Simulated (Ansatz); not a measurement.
GaSe:
```xyz
8
Lattice="3.8157 0.0000 0.0000 -1.9079 3.3045 0.0000 0.0000 0.0000 18.2341" Properties=species:S:1:pos:R:3 pbc="T T T"
Ga     0.0000     2.2030     3.3241
Ga     1.9079     1.1015    14.9101
Ga     1.9079     1.1015    12.4411
Ga     0.0000     2.2030     5.7930
Se     0.0000     2.2030    11.2695
Se     1.9079     1.1015     6.9646
Se     1.9079     1.1015     2.1524
Se     0.0000     2.2030    16.0817
```

Relaxed with PBE. Special points in fractions of this cell's reciprocal vectors: Γ (0.000, 0.000, 0.000); M (0.500, 0.000, 0.000); K (0.333, 0.333, 0.000); A (0.000, 0.000, 0.500); L (0.500, 0.000, 0.500); H (0.333, 0.333, 0.500).

Q: List the band energies nearest the valence-band maximum at these points for PBE (plane waves, PAW; program Ansatz).

A: In eV from the valence-band maximum; about four levels below and three above (degenerate sets whole), none deeper than 8.9 eV; points with the same levels are listed once.

```csv
k,below,above
Γ,-0.76 -0.76 -0.65 -0.02,1.34 1.82 2.56 2.56
M,-1.91 -1.86 -1.58 -1.46,1.78 1.98 2.03
K,-1.76 -1.76 -1.64 -1.64,2.29 2.45 2.98 2.98
A,-0.77 -0.77 -0.77 -0.77 -0.36 -0.36,1.61 1.61 2.56 2.56
L,-1.92 -1.92 -1.52 -1.52,1.90 1.90 2.08 2.08
H,-1.80 -1.80 -1.61 -1.61,2.37 2.37 2.97 2.97
```

Space group P6_3/mmc. The cell was relaxed with PBE under the symmetry of its start. The volume lies over 15 % above that of the usual cell of this phase: another minimum, or an error of the functional. A crystal of weakly bound layers computed without a dispersion correction: the cell and the soft elastic constants depend strongly on that. Spin–orbit coupling is left out wherever it is not named.

Potentials: the earlier of the program's two PAW sets.
